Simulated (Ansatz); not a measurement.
# NaFe₂P₂ in Ansatz, relaxation

The command:

```bash
ansatz run input.yaml --threads 1 --pin off --max-ram 2560MiB --backend cpu --events-out ev --progress --plain --runs-dir out
```

The input file (Ansatz 0.2.0, plane waves):

```yaml
crystal:
  lattice:
    - [1.956866, 3.389391, 0.0]
    - [-1.956866, 3.389391, 0.0]
    - [0.0, 0.0, 6.625626]
  atoms:
    - { symbol: Fe, position: [0.3333, 0.3334, 0.6318] }
    - { symbol: Fe, position: [0.6667, 0.6666, 0.3682] }
    - { symbol: P, position: [0.3333, 0.3334, 0.2606] }
    - { symbol: P, position: [0.6667, 0.6666, 0.7394] }
    - { symbol: Na, position: [0.0, 0.0, 0.0] }
  symmetry: { tolerance: 0.0003 }
kpoints:
  mp_grid: { grid: [5, 5, 3], shift: [0, 0, 0] }
magnetization:
  spin_polarized: false
scf:
  occupations: { method: fermi_dirac, width: 0.1472 }
  mixing: { algorithm: msr1, beta: 0.3, ndim: 2 }
hamiltonian:
  pseudopotentials: { kind: paw }
  xc: r2scan
basis:
  ecutwfc: 500
output:
  forces: true
  stress: true
  eigenvalues: true
relax:
  max_steps: 40
  cell: {}
```

Origin of the cell: a known structure type with other elements, at an estimated volume, so it need not be a known compound.

Output (shortened):

```
SCF iter   1: F=—  HF=-11978.223635 eV  Δρ=6.77e-3  dr2=2.26e-2  dr2_τ=5.60e-2
SCF iter   2: F=—  HF=-11978.328149 eV  Δρ=6.81e-3  dr2=3.07e-2  dr2_τ=7.17e-4
SCF iter   3: F=—  HF=-11978.329159 eV  Δρ=4.27e-3  dr2=9.90e-3  dr2_τ=3.82e-4
SCF iter   4: F=—  HF=-11978.331562 eV  Δρ=6.25e-3  dr2=3.41e-2  dr2_τ=3.58e-4  recentre
SCF iter   5: F=—  HF=-11978.329129 eV  Δρ=2.09e-3  dr2=2.37e-3  dr2_τ=9.02e-5
SCF iter   6: F=—  HF=-11978.330214 eV  Δρ=2.86e-3  dr2=6.43e-3  dr2_τ=7.66e-5  recentre
SCF iter   7: F=—  HF=-11978.329741 eV  Δρ=2.18e-3  dr2=4.35e-3  dr2_τ=4.78e-5
SCF iter   8: F=—  HF=-11978.329652 eV  Δρ=1.65e-3  dr2=1.87e-3  dr2_τ=3.72e-5
SCF iter   9: F=—  HF=-11978.329602 eV  Δρ=9.10e-4  dr2=7.78e-4  dr2_τ=1.20e-5
SCF iter  10: F=—  HF=-11978.329694 eV  Δρ=8.98e-4  dr2=6.33e-4  dr2_τ=8.53e-6
[… 6 lines left out …]
SCF iter  17: F=—  HF=-11978.329682 eV  Δρ=2.39e-4  dr2=5.23e-5  dr2_τ=5.19e-7  recentre
SCF iter  18: F=—  HF=-11978.329678 eV  Δρ=9.99e-5  dr2=9.88e-6  dr2_τ=1.01e-7
SCF iter  19: F=—  HF=-11978.329678 eV  Δρ=1.08e-4  dr2=1.69e-5  dr2_τ=1.16e-7
SCF iter  20: F=—  HF=-11978.329677 eV  Δρ=3.23e-5  dr2=3.99e-6  dr2_τ=1.62e-8
SCF iter  21: F=—  HF=-11978.329677 eV  Δρ=3.98e-5  dr2=3.89e-6  dr2_τ=1.95e-8
SCF iter  22: F=—  HF=-11978.329678 eV  Δρ=1.02e-4  dr2=8.14e-6  dr2_τ=9.97e-8  recentre
SCF iter  23: F=—  HF=-11978.329677 eV  Δρ=3.18e-5  dr2=2.22e-6  dr2_τ=1.11e-8
SCF iter  24: F=—  HF=-11978.329677 eV  Δρ=2.69e-5  dr2=6.59e-7  dr2_τ=5.73e-9
SCF iter  25: F=—  HF=-11978.329677 eV  Δρ=9.12e-6  dr2=1.08e-7  dr2_τ=1.07e-9
SCF iter  26: F=-11978.329677 eV  HF=-11978.329677 eV  Δρ=5.76e-6  dr2=4.67e-8  dr2_τ=4.22e-10
relax step   1: F+E_penalty+E_count = -11978.329677 eV  Δ(F+E_penalty+E_count) = +0.000e0 eV  max|allowed force component| = 3.051e0 eV/Å  Δτ_max = 0.0000 Å  P = -16.982 GPa  Ω = 87.890 Å³  ( […]
relax step   2: F+E_penalty+E_count = -11979.895275 eV  Δ(F+E_penalty+E_count) = -1.566e0 eV  max|allowed force component| = 1.365e0 eV/Å  Δτ_max = 0.1844 Å  P = -8.108 GPa  Ω = 81.956 Å³  en […]
relax step   3: F+E_penalty+E_count = -11979.905601 eV  Δ(F+E_penalty+E_count) = -1.033e-2 eV  max|allowed force component| = 1.628e0 eV/Å  Δτ_max = 0.1584 Å  P = +8.969 GPa  Ω = 76.682 Å³  e […]
relax step   4: F+E_penalty+E_count = -11980.133780 eV  Δ(F+E_penalty+E_count) = -2.282e-1 eV  max|allowed force component| = 2.963e-1 eV/Å  Δτ_max = 0.0979 Å  P = -0.911 GPa  Ω = 78.119 Å³ […]
relax step   5: F+E_penalty+E_count = -11980.140723 eV  Δ(F+E_penalty+E_count) = -6.943e-3 eV  max|allowed force component| = 4.811e-2 eV/Å  Δτ_max = 0.0189 Å  P = -0.153 GPa  Ω = 78.221 Å³ […]
relax step   6: F+E_penalty+E_count = -11980.140935 eV  Δ(F+E_penalty+E_count) = -2.117e-4 eV  max|allowed force component| = 5.775e-3 eV/Å  Δτ_max = 0.0046 Å  P = +0.014 GPa  Ω = 78.274 Å³ […]
relax step   7: F+E_penalty+E_count = -11980.138643 eV  Δ(F+E_penalty+E_count) = +2.292e-3 eV  max|allowed force component| = 5.271e-3 eV/Å  Δτ_max = 0.0000 Å  P = -0.033 GPa  Ω = 78.274 Å³  stress off target by 4.61e-2 GPa […]
SCF 7 converged in 10 iterations: F = -11980.138643 eV  dr2 = 3.52e-11
basis re-selected at this cell: Δ(F+E_penalty+E_count) = +2.292e-3 eV, ΔP = -0.047 GPa vs the last step (what re-selecting the basis moved, of the pressure what is left beyond the Pulay corre […]
SCF converged after 10 iterations
Free energy (F): -11980.138643 eV
Harris-Foulkes:  -11980.138643 eV  (|F-HF|=6.37e-11)
Internal energy: -11979.873208 eV  (E = F + TS)
E sigma→0 (E₀):  -11980.005926 eV
Entropy (-TS):   -0.265435 eV (-53.087 meV/atom)
Fermi energy:    9.767396 eV
--- Per-component energies (eV) ---
  E_band       = -880.172900
  E_kinetic    = 981.392377
  E_local      = -8371.810585  (includes V_loc(G=0)·N_el)
  E_nonlocal   = 616.631829
  E_hartree    = 3546.241957
  E_xc         = -385.005187
  E_vxc        = -529.555964  (∫ρ·V_xc dr)
  E_paw        = -4172.365657  (= ΣΔE_a)
  E_vpaw       = -705.095464  (= ΣTr[D̂ρ^β])
  E_aug_tail   = 0.000520  (compensation charges beyond the density's cutoff)
  E_vtau       = 35.780296  (kinetic-family band-sum trace: ∫τ·v_τ [+ j·A + Jᵃ·Aᵃ] dr)
  E_ewald      = -4194.171560
  E_core_change = -0.786901  (= ΣΔE_core)
  E_smearing   = -0.265435  (= −TS)
  Σ components = -11980.138643   (vs F -11980.138643, Δ=0.00e0)
--- Forces (eV/Å), atoms counted from 1 ---
  atom   1  Fe     0.000000     0.000000     0.002802
  atom   2  Fe     0.000000    -0.000000    -0.002802
  atom   3  P     -0.000000     0.000000    -0.005271
  atom   4  P      0.000000     0.000000     0.005271
  atom   5  Na    -0.000000     0.000000     0.000000
  max |Σ_I F_I| component: 1.04e-17 eV/Å
--- Stress (GPa, compression-positive) ---
       -0.046136      -0.000000      -0.000000
       -0.000000      -0.046136       0.000000
       -0.000000      -0.000000      -0.006688
  P = ⅓ Tr σ = -0.0330 GPa (-0.330 kbar)
--- Relaxed structure (6 steps of the walk, 6 accepted, 1 SCFs on fresh bases) ---
  F+E_penalty+E_count = -11980.138643 eV   max|allowed force component| = 5.271e-3 eV/Å   (the final SCF, on the basis selected at the relaxed cell)
  cell:  # Å, volume = 78.2741 Å³
    - [1.808212, 3.131915, -7.152e-18]
    - [-1.808212, 3.131915, 7.152e-18]
    - [-2.421e-17, 0.0, 6.910808]
  atoms:
    - { symbol: Fe, position: [0.333333, 0.333333, 0.616987] }
    - { symbol: Fe, position: [0.666667, 0.666667, 0.383013] }
    - { symbol: P, position: [0.333333, 0.333333, 0.301133] }
    - { symbol: P, position: [0.666667, 0.666667, 0.698867] }
    - { symbol: Na, position: [0.0, 0.0, -8.378e-19] }
```

Caveats: no spin polarisation, so a magnetic state may lie lower; the k mesh is coarse if the cell is a metal; the relaxation held the start's symmetry, so the end may be a saddle point.

The run took 35 s on 1 thread of Intel(R) Xeon(R) Platinum 8559C (Emerald Rapids), with other jobs on the host, peak memory 0.62 GiB, from the program's own first density.
